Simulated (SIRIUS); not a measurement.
Consider a self-consistent single point of CsPbBr₃ (Pm-3m, 5 atoms in the cell; from Materials Project mp-600089, changed as shown).

```xyz
5
Lattice="5.8227 0.0000 0.0000 0.0000 5.8227 0.0000 0.0000 0.0000 5.8227" Properties=species:S:1:pos:R:3 pbc="T T T"
Cs     0.0000     0.0000     0.0000
Pb     2.9113     2.9113     2.9113
Br     2.9113     2.9113     0.0000
Br     0.0000     2.9113     2.9113
Br     2.9113     0.0000     2.9113
```

Level of theory: PBE, PseudoDojo 0.5 standard norm-conserving PBE (tails mended) pseudopotentials (plane waves; SIRIUS).

SIRIUS settings:

* **parameters.ngridk**: 4 4 4
* **parameters.xc_functionals**: [XC_GGA_X_PBE, XC_GGA_C_PBE]
* **parameters.gk_cutoff**: 7.906 1/bohr
* **parameters.pw_cutoff**: 15.812 1/bohr
* **parameters.smearing**: gaussian
* **parameters.smearing_width**: 0.0001 Ha
* **potentials**: PseudoDojo 0.5 standard norm-conserving PBE (tails mended) pseudopotentials
* **parameters.electronic_structure_method**: pseudopotential
* **parameters.num_bands**: 26
* **parameters.num_mag_dims**: 0
* **parameters.num_dft_iter**: 100
* **parameters.energy_tol**: 1e-07 Ha
* **parameters.density_tol**: 1e-06
* **mixer.type**: broyden2
* **mixer.beta**: 0.3
* **mixer.use_hartree**: false

Results:

| Property | Value |
|---|---|
| Number of valence electrons | 44 |
| Number of bands | 26 |
| Number of k-points after the program's reduction | 10 |
| Number of plane waves (most at a k-point) | 11176 |
| Number of SCF iterations | 34 |
| FFT grid | 60 × 60 × 60 |
| Free energy E − TS | -3828.5568 eV |
| Top of the valence band (on the code's own zero) | 4.27 eV |
| Gap on the k-point mesh | 1.43 eV |
| Pressure | 2.17 GPa |

Stress (GPa, positive for compression):
```
2.17  0.00  0.00
0.00  2.17  0.00
0.00  0.00  2.17
```

The gap is read on the k-point mesh of the run and can differ from the gap over the whole zone at this level.

For comparison: a first run was changed to give this one (lattice scaled by 0.98), and from it to this one the free energy rises by 21.2 meV/atom, the pressure goes from 0.66 to 2.17 GPa and the gap on the mesh goes from 1.674 to 1.427 eV.

Spin-orbit coupling is left out, which matters for bands and gaps with elements this heavy. The structure comes from a collection of computed structures, made at another level of theory; the collection holds predicted forms beside known ones. Its lattice was then scaled.

Cost on one core: very roughly 3 core-minutes.

“Tails mended”: in these copies of the files the far tail of each local potential was reset to the Coulomb form.
